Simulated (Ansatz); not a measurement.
Lu:
```
CELL_PARAMETERS angstrom
      3.50709     0.00000     0.00000
     -1.75355     3.03723     0.00000
      0.00000     0.00000     5.45864
ATOMIC_POSITIONS crystal
  Lu 0.33333 0.66667 0.75000
  Lu 0.66667 0.33333 0.25000
```

Relaxed with PBE. Special points in fractions of this cell's reciprocal vectors: Γ (0.000, 0.000, 0.000); M (0.500, 0.000, 0.000); K (0.333, 0.333, 0.000); A (0.000, 0.000, 0.500); L (0.500, 0.000, 0.500); H (0.333, 0.333, 0.500).

Problem. List the band energies nearest the Fermi level at these points for DFT-PBE in the program Ansatz with PAW potentials.

Solution. In eV from the Fermi level; about four levels below and three above (degenerate sets whole), none deeper than 8.9 eV; points with the same levels are listed once.

| k | below | above |
|---|---|---|
| Γ | -4.86 -4.86 -4.84 -4.83 -2.38 | 0.70 2.19 2.19 |
| M | -2.35 -1.39 -0.82 -0.37 | 1.63 1.84 2.42 |
| K | -1.00 -1.00 -0.65 -0.64 | 1.31 1.31 2.74 |
| A | -4.84 -4.84 -4.35 -4.35 | 1.24 1.24 2.09 2.09 2.09 2.09 |
| L | -4.86 -4.86 -4.86 -4.86 -2.10 -2.10 | 0.11 0.11 1.38 1.38 |
| H | -0.59 -0.59 -0.46 -0.46 | 0.37 0.37 3.41 3.41 |

Space group P6_3/mmc (hcp (Mg type)). Symmetry was held in the PBE relaxation. Spin–orbit coupling is left out wherever it is not named.

Potentials: the later of the program's two PAW sets.
